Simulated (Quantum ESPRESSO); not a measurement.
```
CELL_PARAMETERS angstrom
      0.00000     2.73649     2.73649
      2.73649     0.00000     2.73649
      2.73649     2.73649     0.00000
ATOMIC_POSITIONS crystal
  Al 0.00000 0.00000 0.00000
  P  0.75000 0.75000 0.75000
```
Geometry: a computed entry of the Materials Project; it was not checked against measured cells. It is AlP in F-43m. Stability against distortions was not tested.

With PBE (σ by GIPAW in a modified build of Quantum ESPRESSO; JTH PAW datasets, 20 Ha):

```csv
quantity,PBE
σ_iso Al (ppm),414.1
σ_iso P (ppm),471.3
```

These are absolute shieldings with no macroscopic susceptibility term; δ = σ_ref − σ needs a reference computed alike. By our sweeps, such settings leave a few ppm in absolute σ. No d partial waves on Al, P: the paramagnetic term there is incompletely reconstructed.

Problem. What does the LDA, on its own JTH datasets and the same geometry, give?

Solution. 
```json
[
 {"quantity": "σ_iso Al (ppm)", "LDA": "395.9", "LDA − PBE": "-18.2"},
 {"quantity": "σ_iso P (ppm)", "LDA": "431.1", "LDA − PBE": "-40.3"}
]
```
